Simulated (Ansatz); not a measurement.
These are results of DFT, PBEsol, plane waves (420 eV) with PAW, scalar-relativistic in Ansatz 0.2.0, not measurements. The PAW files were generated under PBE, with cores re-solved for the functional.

An element in the simple cubic structure gives this curve. The cell is scaled uniformly from the relaxed one, with fractional coordinates and shape fixed. Energies are extrapolated to zero smearing, pressures are those at the given smearing. Magnetic state: spin not included.

```
V (Å³/atom)  E − E₀ (meV/atom)  P (GPa)
     13.763              182.9    36.70
     14.389               72.5    21.35
     15.014               15.3     9.28
     15.640                0.1    -0.22
     16.266               17.8    -7.67
     16.891               61.3   -13.51
     17.517              125.0   -18.05
```

**Question.** Which element is it?
A. iridium
B. palladium
C. rhenium
D. rhodium

**Answer.** D. Its fit is V₀ = 15.59 Å³/atom, B₀ = 213 GPa, B₀′ = 5.0.
